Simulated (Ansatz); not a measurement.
An Ansatz (a program for electronic structure) run. Input:

Ansatz 0.2 input:
```yaml
crystal:
  lattice:
    - [3.345667794, 0.0, 0.0]
    - [-1.672833897, 2.8974333022, 0.0]
    - [0.0, 0.0, 14.909645011]
  atoms:
    - { symbol: Zr, position: [0.3333333333, 0.6666666667, 0.5819351527] }
    - { symbol: Zr, position: [0.6666666667, 0.3333333333, 0.4180648473] }
    - { symbol: Zr, position: [0.6666666667, 0.3333333333, 0.0819351527] }
    - { symbol: Zr, position: [0.3333333333, 0.6666666667, 0.9180648473] }
    - { symbol: Tl, position: [0.3333333333, 0.6666666667, 0.25] }
    - { symbol: Tl, position: [0.6666666667, 0.3333333333, 0.75] }
    - { symbol: C, position: [0.0, 0.0, 0.0] }
    - { symbol: C, position: [0.0, 0.0, 0.5] }
kpoints:
  mp_grid: { grid: [14, 14, 3] }
hamiltonian:
  xc: pbesol
  pseudopotentials: { azcp: { folder: ./paw }, kind: paw }
scf:
  occupations: { method: fermi_dirac, width: 0.1 }
phonons:
  method: dfpt
  response_accuracy: low
  eigenvectors: true
  rigid_motions: translations
```

Output (shortened):

```
Pseudopotential: Zr, paw, valence charge 12
Pseudopotential: Tl, paw, valence charge 13
Pseudopotential: C, paw, valence charge 4
Functional definition: PBEsol
Crystal: 8 atoms, lattice volume = 144.532 Å³
Basis set: ecut = 420 eV, 2857 PW (Γ), exchange–correlation on 48×48×200 points (8 copies of the dense FFT grid, shifted against one another)
Bands: 50, of which v1, the nominal top of the filled ones, is band 41 counted from 1 (40 counted from 0)
Symmetry: 24 space group operations
k-points: 162 of 588 (irreducible under 2 space group operations, time reversal used)
SCF iter   1: F=—  HF=-39612.012636 eV  |F-HF|=—  |Δ(HF+E_count)|=         —  Δρ=5.56e-2  dr2=1.47e1  ethr=3.10e-3  ⟨swp⟩=6.0  Hψ=32054  notcnv=0  defer=8
preconditioner: auto → Kerker (q_TF=auto, 2.482 Å⁻¹)
SCF iter   2: F=—  HF=-39609.898450 eV  |F-HF|=—  |Δ(HF+E_count)|=    2.11e0  Δρ=2.38e-2  dr2=3.94e0  ethr=3.10e-3  ⟨swp⟩=3.0  Hψ=15723  notcnv=0  defer=10
SCF iter   3: F=—  HF=-39609.345843 eV  |F-HF|=—  |Δ(HF+E_count)|=   5.53e-1  Δρ=9.61e-3  dr2=7.08e-1  ethr=3.10e-3  ⟨swp⟩=2.7  Hψ=11523  notcnv=0  defer=14
SCF iter   4: F=—  HF=-39609.219169 eV  |F-HF|=—  |Δ(HF+E_count)|=   1.27e-1  Δρ=1.48e-3  dr2=1.32e-2  ethr=8.64e-4  ⟨swp⟩=3.1  Hψ=11953  notcnv=0  defer=14
SCF iter   5: F=—  HF=-39609.218604 eV  |F-HF|=—  |Δ(HF+E_count)|=   5.65e-4  Δρ=6.02e-4  dr2=5.47e-4  ethr=1.61e-5  ⟨swp⟩=2.0  Hψ=11163  notcnv=0  defer=12
SCF iter   6: F=—  HF=-39609.218537 eV  |F-HF|=—  |Δ(HF+E_count)|=   6.77e-5  Δρ=1.31e-4  dr2=4.25e-5  ethr=6.67e-7  ⟨swp⟩=2.4  Hψ=11554  notcnv=0  defer=12
SCF iter   7: F=—  HF=-39609.218531 eV  |F-HF|=—  |Δ(HF+E_count)|=   5.19e-6  Δρ=3.12e-5  dr2=1.82e-6  ethr=5.18e-8  ⟨swp⟩=2.0  Hψ=10565  notcnv=0  defer=12
SCF iter   8: F=—  HF=-39609.218529 eV  |F-HF|=—  |Δ(HF+E_count)|=   2.57e-6  Δρ=7.03e-6  dr2=1.49e-7  ethr=2.21e-9  ⟨swp⟩=2.0  Hψ=14685  notcnv=0  defer=12
SCF iter  11: F=-39609.218529 eV  HF=-39609.218529 eV  |F-HF|=7.28e-12  |Δ(HF+E_count)|=  1.46e-11  Δρ=8.96e-8  dr2=9.84e-12  ethr=1.00e-12  ⟨swp⟩=9.3  Hψ=39234  notcnv=0
SCF 1 converged in 11 iterations: F = -39609.218529 eV  dr2 = 9.84e-12
DFPT response loops at Γ: preconditioner auto → Kerker (q_TF=auto, 2.482 Å⁻¹) (partly filled bands, converged f_vac=0.000) …
SCF converged after 11 iterations
Free energy (F): -39609.218529 eV
Harris-Foulkes:  -39609.218529 eV  (|F-HF|=7.28e-12)
Internal energy: -39609.134784 eV  (E = F + TS)
E sigma→0 (E₀):  -39609.176656 eV
Entropy (-TS):   -0.083745 eV (-10.468 meV/atom)
Fermi energy:    14.019842 eV
--- Per-component energies (eV) ---
  E_band       = -207.428537
  E_kinetic    = 1978.054943
  E_local      = -3902.541410  (includes V_loc(G=0)·N_el)
  E_nonlocal   = 980.199753
  E_hartree    = 1357.618603
  E_xc         = -1081.783894
  E_vxc        = -1099.172908  (∫ρ·V_xc dr)
  E_paw        = -31908.097185  (= ΣΔE_a)
  E_vpaw       = -879.206001  (= ΣTr[D̂ρ^β])
  E_aug_tail   = -0.000157  (compensation charges beyond the density's cutoff)
  E_ewald      = -7033.367188
  E_core_change = 0.781750  (= ΣΔE_core)
  E_smearing   = -0.083745  (= −TS)
  E_closure    = 0.000000  (closes the sum)
  Σ components = -39609.218529   (vs F -39609.218529, Δ=0.00e0)
  [band-id]    e_kinetic+e_local+e_nonlocal+2·e_hartree+e_vxc+e_vpaw+e_augmentation_tail = -207.428574   (vs E_band -207.428537, Δ=-3.76e-5)
--- Band table (eV; the first three rows and the last of 162) ---
  k-point 0: bands = ["-34.3686", "-34.3685", "-34.2605", "-34.2603", "-12.9096", "-12.9026", "-12.2381", "-12.2297", "-12.1769", "-12.1769", "-12.1768", "-12.1768", "-12.0848", "-12.0848", "-12.0848", "-12.0848", "2.6084", "2.6122", "2.7746", "2.7746", …
  k-point 1: bands = ["-34.3686", "-34.3685", "-34.2605", "-34.2604", "-12.9079", "-12.9044", "-12.2360", "-12.2318", "-12.1769", "-12.1769", "-12.1768", "-12.1768", "-12.0848", "-12.0848", "-12.0848", "-12.0848", "2.6094", "2.6113", "2.7747", "2.7747", …
  k-point 2: bands = ["-34.3644", "-34.3643", "-34.2587", "-34.2585", "-12.9014", "-12.8948", "-12.2670", "-12.2608", "-12.1883", "-12.1882", "-12.1815", "-12.1796", "-12.1094", "-12.1092", "-12.0867", "-12.0866", "2.6334", "2.6370", "2.7665", "2.7676", …
  k-point 161: bands = ["-34.2713", "-34.2713", "-34.2352", "-34.2351", "-12.8121", "-12.8119", "-12.6980", "-12.6970", "-12.5529", "-12.5528", "-12.3427", "-12.3423", "-12.2771", "-12.2762", "-12.2138", "-12.2138", "2.7190", "2.7198", "2.7677", "2.7700", …
--- Phonons (Γ-DFPT): 6 representative perturbations + reference, on 162 of 588 k-points (Σ response iterations 20) ---
  ASR residual: 3.362e-4 → 0.000e0 eV/Å²; symmetrization residual: 6.177e-5 eV/Å²
  ASR residual per site (eV/Å²): 3.36e-4 3.36e-4 3.36e-4 3.36e-4 1.83e-4 1.83e-4 1.05e-4 1.05e-4
  Γ frequencies (cm⁻¹): 0.00 0.00 0.00 46.63 46.63 57.14 57.14 67.84 67.84 93.54 106.10 144.61 181.92 181.92 183.05 183.05 264.68 271.15 532.08 539.96 579.35 579.35 581.54 581.54
  non-analytic LO–TO correction: not included (Born effective charges unavailable; polar crystals: no LO–TO splitting at Γ)
```

Cost: very roughly 15 core-minutes on shared cores.

Space group P6_3/mmc. The first step of the workflow began from a Materials Project structure, measured or hypothetical; the Crystallography Open Database copy checked does not list it. Its standing as an ambient phase is unchecked. Symmetry was held in the PBEsol relaxation; of distortions, only those at the zone centre were tested. The run is not spin-polarised. As this level gives no gap, phonon frequencies hold no LO–TO term and depend on the k-mesh and smearing (Fermi–Dirac, 0.1 eV here). Scalar-relativistic: spin–orbit coupling is off unless named, which matters more the heavier the elements.

Potentials: the earlier of the program's two PAW sets.

Ansatz is a plane-wave DFT program.
